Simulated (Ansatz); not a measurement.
Mg₄Te₃S:
```xyz
8
Lattice="4.4123 0.0000 0.0000 0.0000 8.8922 0.0000 0.0000 0.0000 6.1668" Properties=species:S:1:pos:R:3 pbc="T T T"
Mg     0.0000     2.4362     6.0519
Mg     0.0000     6.4560     6.0519
Mg     2.2061     0.0000     2.9874
Mg     2.2061     4.4461     3.3759
Te     2.2061     2.3544     1.5494
Te     2.2061     6.5378     1.5494
Te     0.0000     0.0000     4.6589
S      0.0000     4.4461     4.6092
```

Tensor components refer to the Cartesian frame of this cell.

Q: Give the proper piezoelectric stress tensor with relaxed ions from the program Ansatz at the PBEsol level (PAW).

A: In C/m², rows x, y, z, Voigt columns; mesh uncertainty up to 0.00.
```
 0.00   0.00   0.00   0.00   0.16   0.00
 0.00   0.00   0.00  -0.17   0.00   0.00
 0.17  -0.18  -0.01   0.00   0.00   0.00
```

The elastic tensor of the same run (GPa):

```json
[
 {"": "1", "1": "62.0", "2": "24.1", "3": "34.4", "4": "0.0", "5": "0.0", "6": "0.0"},
 {"": "2", "1": "24.1", "2": "64.1", "3": "35.4", "4": "0.0", "5": "0.0", "6": "0.0"},
 {"": "3", "1": "34.4", "2": "35.4", "3": "46.6", "4": "0.0", "5": "0.0", "6": "0.0"},
 {"": "4", "1": "0.0", "2": "0.0", "3": "0.0", "4": "18.3", "5": "0.0", "6": "0.0"},
 {"": "5", "1": "0.0", "2": "0.0", "3": "0.0", "4": "0.0", "5": "18.2", "6": "0.0"},
 {"": "6", "1": "0.0", "2": "0.0", "3": "0.0", "4": "0.0", "5": "0.0", "6": "8.3"}
]
```

Q: Convert to strain constants d = e·S.

A: In pC/N:
```
 0.0   0.0   0.0   0.0   9.0   0.0
 0.0   0.0   0.0  -9.5   0.0   0.0
 4.7  -4.3  -0.4   0.0   0.0   0.0
```

Space group Pmm2. The workflow started from a Materials Project entry (that database holds measured and hypothetical structures alike); the Crystallography Open Database copy checked does not list it. Its standing as an ambient phase is unchecked. The cell was relaxed with PBEsol under the symmetry of its start; of distortions, only those at the zone centre were tested. Spin–orbit coupling is left out wherever it is not named.

Potentials: the later of the program's two PAW sets.
